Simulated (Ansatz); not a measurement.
## Does relaxation matter for the field gradients of ZnS with Cl replacing S?

Start: a supercell of ZnS (space group P6_3mc) built from an entry of the Crystallography Open Database (COD) (the entry's cell lengths or inner coordinates differ somewhat from later room-temperature determinations), with all atoms left at the host's positions.

Space group P31m (No. 157); a = 6.6026, c = 18.6900 Å, γ = 120.00°.

| site | Wyckoff | site symmetry | x | y | z |
| --- | --- | --- | --- | --- | --- |
| Zn1 | 3c | ..m | 0.6667 | 0.0000 | 0.0000 |
| Zn4 | 3c | ..m | 0.6667 | 0.0000 | 0.5000 |
| Zn7 | 3c | ..m | 0.0000 | 0.3333 | 0.1667 |
| Zn10 | 1a | 3.m | 0.0000 | 0.0000 | 0.6667 |
| Zn11 | 2b | 3.. | 0.3333 | 0.6667 | 0.6667 |
| Zn13 | 1a | 3.m | 0.0000 | 0.0000 | 0.3333 |
| Zn14 | 2b | 3.. | 0.3333 | 0.6667 | 0.3333 |
| Zn16 | 3c | ..m | 0.0000 | 0.3333 | 0.8333 |
| S19 | 3c | ..m | 0.6667 | 0.0000 | 0.1250 |
| S22 | 3c | ..m | 0.6667 | 0.0000 | 0.6250 |
| S25 | 3c | ..m | 0.0000 | 0.3333 | 0.2917 |
| S28 | 1a | 3.m | 0.0000 | 0.0000 | 0.7917 |
| S29 | 2b | 3.. | 0.3333 | 0.6667 | 0.7917 |
| Cl | 1a | 3.m | 0.0000 | 0.0000 | 0.4583 |
| S32 | 2b | 3.. | 0.3333 | 0.6667 | 0.4583 |
| S34 | 3c | ..m | 0.0000 | 0.3333 | 0.9583 |

One atom of each set is listed.

The numbers come from a DFT calculation in Ansatz (PBE, plane waves and PAW, scalar-relativistic, collinear spin, 420 eV cutoff, Γ-centred 3×3×1 k-points, Fermi–Dirac smearing 0.01 eV). Start moments as typed (μB): 1 on each Cl, none on the rest.

The largest force at the start is 1.2 eV/Å. Relaxing the ions at fixed cell moves them by 0.203 Å at most (atom 13, Zn) and 0.066 Å rms.

```csv
site,moved (Å),first shell before,first shell after,V_zz before (10²¹ V/m²),η before
Zn4,0.181,"3 S at 2.33–2.34 Å, 1 Cl at 2.33 Å","3 S at 2.30 Å, 1 Cl at 2.51 Å",4.13,0.28
Zn7,0.029,4 S at 2.33–2.34 Å,4 S at 2.33–2.35 Å,0.67,0.10
Zn11,0.049,4 S at 2.33–2.34 Å,4 S at 2.31–2.34 Å,-0.29,0.00
Zn13,0.203,"3 S at 2.33 Å, 1 Cl at 2.34 Å","3 S at 2.30 Å, 1 Cl at 2.54 Å",4.67,0.00
Zn14,0.039,4 S at 2.33–2.34 Å,4 S at 2.32–2.35 Å,0.34,0.00
S19,0.009,4 Zn at 2.33–2.34 Å,4 Zn at 2.33–2.34 Å,0.15,0.01
S22,0.030,4 Zn at 2.33–2.34 Å,4 Zn at 2.30–2.34 Å,1.16,0.04
S25,0.024,4 Zn at 2.33–2.34 Å,4 Zn at 2.30–2.35 Å,0.91,0.40
Cl,0.002,4 Zn at 2.33–2.34 Å,4 Zn at 2.51–2.54 Å,-0.30,0.00
S32,0.026,4 Zn at 2.33–2.34 Å,4 Zn at 2.30–2.35 Å,-1.70,0.00
```

Task: How do the gradients change?

Result: 

| site | V_zz after | η after | change of V_zz |
| --- | --- | --- | --- |
| Zn4 | 6.95 | 0.19 | +2.82 |
| Zn7 | 0.95 | 0.40 | +0.28 |
| Zn11 | -0.92 | 0.00 | -0.63 |
| Zn13 | 7.90 | 0.00 | +3.23 |
| Zn14 | 0.97 | 0.00 | +0.63 |
| S19 | -0.21 | 0.57 | -0.36 |
| S22 | 1.00 | 0.25 | -0.16 |
| S25 | 0.95 | 0.70 | +0.04 |
| Cl | -0.58 | 0.00 | -0.28 |
| S32 | -0.85 | 0.00 | +0.85 |

The largest change of V_zz along a kept axis is on Zn13, from 4.67 to 7.90. In per cent, |V_zz| changes by +68 to +69 on Zn (all sites that start above 2). Where |V_zz| stays above 0.1 and the axes keep their order, η moves most on S19, from 0.01 to 0.57. V_zz changes sign on S19 (axis turned by 26°). On S34, Zn16 (not in the table) the largest principal value lies along another axis in the second run, so the two V_zz can't be compared directly. The table leaves out 6 of the 16 sites, with |V_zz| up to 0.62; their tensors move by 0.32 at most along any direction. The statements above cover all sites. The host's own positions weren't relaxed first, so part of the change far from the defect can be the host's relaxation.

The defect repeats with the cell of 36 atoms, so it feels its images: sites between two images don't show the values beside a lone defect, and zeros or small values of η there can come from the images' arrangement. S and Zn carry a gradient in the pure host already, so the values there aren't the defect's effect alone. The defect cell has no gap above 0.1 eV on its mesh, so the values can hang on the smearing and the k-mesh. The start moments die out, and the run ends without spin.
Before: The neighbours have not yet relaxed around the defect (largest force 1.2 eV/Å), and relaxing can change the values around it severalfold.
After: The relaxation keeps the site symmetry 3m of the start, so the impurity can move only along its axis; a distortion that would localise the partly filled state isn't explored.
